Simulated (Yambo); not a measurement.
G0W0@PBEsol for KF (rock salt, space group Fm-3m, No. 225) in Yambo. Reference settings: 4×4×4 Γ-centred k mesh, 140 bands and a 14 Ry block in the screening, 140 bands in G with the Bruneval-Gonze terminator, plasmon pole fitted at 27.2 eV. The PBEsol gap Γ → Γ on this mesh is 6.18 eV; G0W0 gaps are taken between the same points.

With and without the terminator, as bands are cut:

```
bands in G (in W)  gap, terminator (eV)  gap, none (eV)  valence shift, terminator (eV)  valence shift, none (eV)
-----------------  --------------------  --------------  ------------------------------  ------------------------
46 (140)                         10.092           9.595                          -2.788                    -2.108
86 (140)                         10.043           9.763                          -2.734                    -2.368
140 (140)                        10.025           9.874                          -2.713                    -2.519
```

Over this range the gap spans 0.067 eV with the terminator and 0.279 eV without, the valence shift 0.075 eV and 0.411 eV. Neither column has reached its limit for certain.

Geometry relaxed with PBEsol; primitive cell a = 3.7490 Å, b = 3.7490 Å, c = 3.7490 Å, α = 60.00°, β = 60.00°, γ = 60.00°.

A shift is the quasiparticle energy of the state minus its PBEsol energy.
